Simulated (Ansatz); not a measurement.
Sb2Au in space group Pa-3 (No. 205; Sb on 8c, Au on 4a) under volume change, r²SCAN in the plane-wave PAW code Ansatz, shape and atoms relaxed at each volume.

```
V (Å³/atom)  E − E(relaxed) (meV/atom)  P (GPa)
-----------  -------------------------  -------
23.166                            63.6     9.79
23.929                             ___      ___
24.693                             6.2     2.69
25.457                             0.0     0.00
26.220                             5.5    -2.23
26.984                             ___      ___
27.748                            43.6    -5.54
```

Problem. Some entries are withheld; supply them.

Solution. 
- 26.984, E − E(relaxed) (meV/atom): 20.6
- 26.984, P (GPa): -4.05
- 23.929, E − E(relaxed) (meV/atom): 26.5
- 23.929, P (GPa): 5.92

Problem. What does a third-order Birch–Murnaghan fit give for V₀, B₀ and B′?

Solution. V₀ = 25.46 Å³/atom, B₀ = 81.0 GPa, B′ = 5.3.

The first step of the workflow began from a Materials Project structure, measured or hypothetical; the Crystallography Open Database files this formula in space group No. 205, but the cells were not matched. Whether it is the stable phase at ambient conditions was not checked. Symmetry was held in the r²SCAN relaxation; its stability against distortions is not shown here. Scalar-relativistic: spin–orbit coupling is off unless named, which matters more the heavier the elements.

Potentials: the later of the program's two PAW sets.
